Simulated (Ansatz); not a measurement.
# Elastic constants of ScGa3 at 10 GPa (stress–strain coefficients): input and output

Computed with Ansatz, DFT LDA, scalar-relativistic, plane waves, PAW.

Launched with:
```bash
ansatz run input.yaml --threads 1 --pin off --max-ram 3072MiB --backend cpu --events-out ev --progress --plain --runs-dir out
```

Input (bare energies are in eV):
```yaml
crystal:
  lattice:
    - [3.8801973317, 0.0, 0.0]
    - [0.0, 3.8801973317, 0.0]
    - [0.0, 0.0, 3.8801973317]
  atoms:
    - { symbol: Sc, position: [0.0, 0.0, 0.0] }
    - { symbol: Ga, position: [0.0, 0.5, 0.5] }
    - { symbol: Ga, position: [0.5, 0.0, 0.5] }
    - { symbol: Ga, position: [0.5, 0.5, 0.0] }
basis:
  ecutwfc: 420
kpoints:
  mp_grid: { grid: [12, 12, 12] }
hamiltonian:
  xc: lda
scf:
  occupations: { method: fermi_dirac, width: 0.15 }
output:
  forces: true
  stress: true
  eigenvalues: true
elastic:
  mode: relaxed_ion
  amplitude: 0.005
  stencil: two_point
```

From the output:
```
--- Elastic constants: 2 strain directions × 2 members + reference (group order 48) ---
  dense FFT box of the reference and of every strained cell: 27×27×27
  strains applied: 11, 23; error gains: componentwise 1.00 (the most a stress slope's error grows in a printed constant), spectral 1.73 (1 for all six strains in a standard setting)
  C = ∂σ_k/∂η_j (tension-positive GPa; Voigt order 11 22 33 23 13 12):
       234.171     84.006     84.006     -0.000     -0.000     -0.000
        84.006    234.171     84.006     -0.000     -0.000     -0.000
        84.006     84.006    234.171     -0.000     -0.000     -0.000
        -0.000     -0.000     -0.000     70.907      0.000      0.000
         0.000      0.000     -0.000      0.000     70.907      0.000
         0.000     -0.000     -0.000      0.000      0.000     70.907
  reference stress σ⁰ (GPa):    -10.008    -10.008    -10.008      0.000      0.000      0.000
  C* (energy form; C + prestress term) asymmetry max|C*_kj − C*_jk| = 2.842e-14 GPa — a small one proves nothing (zero by symmetry where the batch's group is 432, −43m or m−3m); a large one is finite-difference/SCF noise where every solve ...
  moduli (Voigt/Reuss/Hill, GPa): K = 134.06/134.06/134.06   G = 72.58/72.52/72.55   E = 184.39   ν = 0.271
  mechanically stable: yes (min eigenvalue of sym C = 70.91 GPa)
  strain η (Voigt 11):  stress-route row diagonal C_11 = 234.17 GPa, energy-path curvature d²(F+E_count+ΔE)/dδ²/Ω₀ = 234.05 GPa
         δ    σ_11 (GPa) F (eV) n_scf n_hpsi n_pw
    -5.000e-3     -11.2006      -13212.1206273      11  144666   1157   relax 0 steps, max|allowed force component| 3.99e-30 eV/Å
     5.000e-3      -8.8589      -13212.1571448       8  107900   1189   relax 0 steps, max|allowed force component| 3.35e-30 eV/Å
  strain η (Voigt 23):  stress-route row diagonal C_44 = 70.91 GPa, energy-path curvature d²(F+E_count+ΔE)/dδ²/Ω₀ = 75.80 GPa
         δ    σ_23 (GPa) F (eV) n_scf n_hpsi n_pw
    -5.000e-3      -0.3545      -13212.1396073      10  215614   1173   relax 0 steps, max|allowed force component| 2.96e-31 eV/Å
     5.000e-3       0.3545      -13212.1396073       8  159160   1173   relax 0 steps, max|allowed force component| 6.21e-30 eV/Å
```

It took 110 s on 1 thread of Arm Neoverse V2, on a shared host, peak memory 0.69 GiB.

In a metal, frequencies and elastic constants depend on the k mesh and the smearing, soft modes and shear constants most. Other phases may be more stable at this pressure.